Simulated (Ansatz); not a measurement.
In (body-centred tetragonal), relaxed with PBE+D3(BJ) (Ansatz, a first-principles code, plane waves, PAW): a = 3.2190 Å, b = 3.2190 Å, c = 5.0212 Å, α = 90.00°, β = 90.00°, γ = 90.00°.

Question: The same phase is relaxed and computed with LDA in the same code. What is the cell now?

Answer: a = 3.1509 Å, b = 3.1509 Å, c = 4.9465 Å, α = 90.00°, β = 90.00°, γ = 90.00°.

All cells were relaxed under the symmetry of their starts (and spin orders); stability against distortions was not tested throughout. Scalar-relativistic: spin–orbit coupling is off unless named, which matters more the heavier the elements.

Potentials: the later of the program's two PAW sets.

Ansatz is a plane-wave DFT program.
